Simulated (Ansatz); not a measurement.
InGaAs₂:
```cif
data_As2GaIn
_chemical_formula_sum 'In1 Ga1 As2'
_space_group_name_H-M_alt 'P 1'
_space_group_IT_number 1
_cell_length_a 7.21676
_cell_length_b 7.21676
_cell_length_c 7.21676
_cell_angle_alpha 33.440
_cell_angle_beta 33.440
_cell_angle_gamma 33.440
loop_
_space_group_symop_operation_xyz
  'x, y, z'
loop_
_atom_site_label
_atom_site_type_symbol
_atom_site_fract_x
_atom_site_fract_y
_atom_site_fract_z
_atom_site_occupancy
In1 In 0.62433 0.62433 0.62433 1
Ga1 Ga 0.12501 0.12501 0.12501 1
As1 As 0.00527 0.00527 0.00527 1
As2 As 0.49537 0.49537 0.49537 1
```

Relaxed with PBEsol.

Question: Which orbitals make up the states near the Fermi level in PBEsol in the plane-wave PAW code Ansatz?

Answer: Within 0.5 eV of the Fermi level: As 4p 81 %, In 5p 11 %. Projections are on Löwdin-orthogonalised atomic valence shells; empty p or d shells of many metals are not among them.

Question: Tabulate the density of states.

Answer: States/eV per cell of 4 atoms, in 0.25 eV bins, energy from the Fermi level.

```csv
E (eV),total,As 4p,Ga 4p,In 5p
-7.85,0.00,0.00,0.00,0.00
-7.60,0.00,0.00,0.00,0.00
-7.35,0.00,0.00,0.00,0.00
-7.10,0.00,0.00,0.00,0.00
-6.85,0.00,0.00,0.00,0.00
-6.60,0.59,0.25,0.02,0.02
-6.35,3.40,1.42,0.10,0.08
-6.10,1.86,0.80,0.08,0.07
-5.85,1.90,0.86,0.08,0.07
-5.60,2.14,0.97,0.08,0.08
-5.35,1.28,0.57,0.05,0.05
-5.10,0.94,0.42,0.04,0.03
-4.85,0.74,0.33,0.04,0.02
-4.60,0.61,0.27,0.03,0.02
-4.35,0.50,0.22,0.03,0.01
-4.10,0.44,0.20,0.03,0.01
-3.85,0.46,0.22,0.05,0.02
-3.60,1.89,1.06,0.42,0.23
-3.35,2.66,1.53,0.48,0.44
-3.10,2.35,1.37,0.41,0.36
-2.85,2.62,1.56,0.47,0.38
-2.60,3.47,2.16,0.67,0.44
-2.35,3.47,2.21,0.70,0.37
-2.10,2.56,1.65,0.41,0.33
-1.85,2.98,1.99,0.35,0.49
-1.60,3.02,2.09,0.32,0.48
-1.35,2.88,2.06,0.29,0.42
-1.10,2.11,1.55,0.17,0.31
-0.85,1.34,1.02,0.08,0.20
-0.60,1.01,0.80,0.05,0.13
-0.35,0.65,0.54,0.02,0.07
-0.10,0.14,0.12,0.00,0.01
0.15,0.01,0.00,0.00,0.00
0.40,0.03,0.01,0.00,0.00
0.65,0.11,0.03,0.02,0.00
0.90,0.32,0.07,0.06,0.02
1.15,0.63,0.15,0.13,0.04
1.40,1.09,0.26,0.24,0.11
1.65,1.83,0.44,0.41,0.23
1.90,2.62,0.69,0.50,0.35
2.15,2.86,0.78,0.44,0.45
2.40,2.92,0.77,0.43,0.51
2.65,2.65,0.72,0.41,0.46
2.90,2.07,0.59,0.31,0.35
3.15,1.97,0.55,0.34,0.36
3.40,1.69,0.47,0.37,0.32
3.65,1.57,0.42,0.40,0.32
3.90,2.29,0.54,0.61,0.60
4.15,3.89,0.88,1.01,1.06
4.40,2.97,0.71,0.73,0.81
4.65,2.55,0.62,0.62,0.72
4.90,3.43,0.80,0.81,0.92
```

Space group R3m. The first step of the workflow began from a Materials Project structure, measured or hypothetical; the Crystallography Open Database copy checked does not list it. With In and Ga taken as one species the cell has the higher symmetry F-43m, so it may be an ordered model of a mixed-site phase. Whether it is the stable phase at ambient conditions was not checked. The cell was relaxed with PBEsol under the symmetry of its start; whether a distortion lowers the energy is not shown. Spin–orbit coupling is left out wherever it is not named.

Potentials: the later of the program's two PAW sets.
